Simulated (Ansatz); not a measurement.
CaSi2:
```
CELL_PARAMETERS angstrom
      3.87091     0.00000     0.00000
     -1.93546     3.35231     0.00000
      0.00000     0.00000     4.81325
ATOMIC_POSITIONS crystal
  Ca 0.00000 0.00000 0.00000
  Si 0.33333 0.66667 0.41365
  Si 0.66667 0.33333 0.58635
```

Relaxed with PBEsol. Special points in fractions of this cell's reciprocal vectors: Γ (0.000, 0.000, 0.000); M (0.500, 0.000, 0.000); K (0.333, 0.333, 0.000); A (0.000, 0.000, 0.500); L (0.500, 0.000, 0.500); H (0.333, 0.333, 0.500).

**Question.** List the band energies nearest the Fermi level at these points for plane-wave PAW PBEsol (Ansatz code).

**Answer.** In eV from the Fermi level; about four levels below and three above (degenerate sets whole), none deeper than 8.9 eV; points with the same levels are listed once.

| k | below | above |
|---|---|---|
| Γ | -4.02 -2.00 -1.66 -1.66 | 1.18 2.02 2.02 |
| M | -3.07 -2.96 -0.65 -0.57 | 1.41 1.94 2.02 |
| K | -8.32 -8.32 -5.43 -2.00 -2.00 | 1.64 1.64 2.95 |
| A | -6.09 -1.32 -1.32 | 0.76 0.76 1.45 |
| L | -7.58 -3.34 -3.18 -2.65 | 0.32 2.17 3.02 |
| H | -8.32 -8.32 -4.94 -2.62 -2.62 | 0.72 3.17 3.17 |

Space group P-3m1. The workflow started from an entry of the Crystallography Open Database (COD). Its standing as an ambient phase is unchecked. The cell was relaxed with PBEsol under the symmetry of its start; whether a distortion lowers the energy is not shown.

Potentials: the later of the program's two PAW sets.
